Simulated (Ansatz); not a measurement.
SnSe:
Space group Fm-3m (No. 225); a = b = c = 6.0149 Å, α = β = γ = 90.00°

| atom | site | symmetry | x | y | z |
|---|---|---|---|---|---|
| Se | 4a | m-3m | 0.0000 | 0.0000 | 0.0000 |
| Sn | 4b | m-3m | 0.5000 | 0.5000 | 0.5000 |
(The calculation used a cell of 2 atoms; values per cell refer to that cell.)

Relaxed with r²SCAN.

Which orbitals make up the states near the Fermi level in r²SCAN in the plane-wave PAW code Ansatz?

Within 0.5 eV of the Fermi level: Sn 5p 47 %, Se 4p 27 %, Sn 5s 14 %, Se 4s 9 %. Projections are on Löwdin-orthogonalised atomic valence shells; empty p or d shells of many metals are not among them.

Tabulate the density of states.

States/eV per cell of 2 atoms, in 0.25 eV bins, energy from the Fermi level.

| E (eV) | total | Se 4p | Sn 5p | Sn 5s |
|---|---|---|---|---|
| -7.85 | 1.62 | 0.49 | 0.04 | 1.03 |
| -7.60 | 1.41 | 0.39 | 0.04 | 0.91 |
| -7.35 | 1.03 | 0.27 | 0.03 | 0.65 |
| -7.10 | 0.69 | 0.17 | 0.02 | 0.43 |
| -6.85 | 0.35 | 0.08 | 0.01 | 0.22 |
| -6.60 | 0.18 | 0.04 | 0.00 | 0.12 |
| -6.35 | 0.11 | 0.02 | 0.00 | 0.06 |
| -6.10 | 0.08 | 0.02 | 0.01 | 0.04 |
| -5.85 | 0.27 | 0.12 | 0.09 | 0.04 |
| -5.60 | 0.43 | 0.22 | 0.17 | 0.04 |
| -5.35 | 0.58 | 0.32 | 0.22 | 0.03 |
| -5.10 | 0.74 | 0.43 | 0.28 | 0.03 |
| -4.85 | 0.88 | 0.53 | 0.31 | 0.03 |
| -4.60 | 1.07 | 0.66 | 0.36 | 0.04 |
| -4.35 | 1.33 | 0.86 | 0.42 | 0.04 |
| -4.10 | 1.69 | 1.14 | 0.49 | 0.04 |
| -3.85 | 1.66 | 1.15 | 0.45 | 0.05 |
| -3.60 | 1.67 | 1.18 | 0.41 | 0.05 |
| -3.35 | 1.70 | 1.25 | 0.37 | 0.06 |
| -3.10 | 1.74 | 1.32 | 0.32 | 0.07 |
| -2.85 | 1.80 | 1.42 | 0.27 | 0.07 |
| -2.60 | 1.79 | 1.48 | 0.19 | 0.08 |
| -2.35 | 0.68 | 0.45 | 0.12 | 0.10 |
| -2.10 | 0.56 | 0.29 | 0.13 | 0.12 |
| -1.85 | 0.68 | 0.36 | 0.14 | 0.15 |
| -1.60 | 0.88 | 0.49 | 0.16 | 0.20 |
| -1.35 | 1.42 | 0.86 | 0.19 | 0.33 |
| -1.10 | 1.06 | 0.57 | 0.18 | 0.27 |
| -0.85 | 0.70 | 0.36 | 0.13 | 0.18 |
| -0.60 | 0.53 | 0.26 | 0.10 | 0.14 |
| -0.35 | 0.15 | 0.06 | 0.04 | 0.04 |
| -0.10 | 0.03 | 0.01 | 0.01 | 0.01 |
| 0.15 | 0.05 | 0.01 | 0.03 | 0.00 |
| 0.40 | 0.22 | 0.03 | 0.15 | 0.01 |
| 0.65 | 0.52 | 0.05 | 0.38 | 0.01 |
| 0.90 | 0.92 | 0.08 | 0.69 | 0.02 |
| 1.15 | 1.35 | 0.11 | 1.07 | 0.02 |
| 1.40 | 1.51 | 0.14 | 1.21 | 0.02 |
| 1.65 | 1.33 | 0.17 | 1.04 | 0.03 |
| 1.90 | 1.19 | 0.19 | 0.89 | 0.03 |
| 2.15 | 1.13 | 0.20 | 0.82 | 0.03 |
| 2.40 | 1.11 | 0.22 | 0.78 | 0.03 |
| 2.65 | 1.11 | 0.24 | 0.76 | 0.03 |
| 2.90 | 1.15 | 0.26 | 0.75 | 0.03 |
| 3.15 | 1.45 | 0.30 | 0.80 | 0.03 |
| 3.40 | 1.65 | 0.34 | 0.84 | 0.03 |
| 3.65 | 1.76 | 0.40 | 0.96 | 0.02 |
| 3.90 | 2.54 | 0.58 | 1.33 | 0.02 |
| 4.15 | 1.46 | 0.39 | 0.79 | 0.01 |
| 4.40 | 1.05 | 0.32 | 0.56 | 0.01 |
| 4.65 | 1.02 | 0.30 | 0.52 | 0.01 |

A made-up cell: these elements were put on the sites of a structure type; the Crystallography Open Database files this formula in space group No. 225, but the cells were not matched. It is not the phase usual at ambient conditions (space group No. 62). The cell was relaxed with r²SCAN under the symmetry of its start; its stability against distortions is not shown here. Scalar-relativistic: spin–orbit coupling is off unless named, which matters more the heavier the elements.

Potentials: the later of the program's two PAW sets.
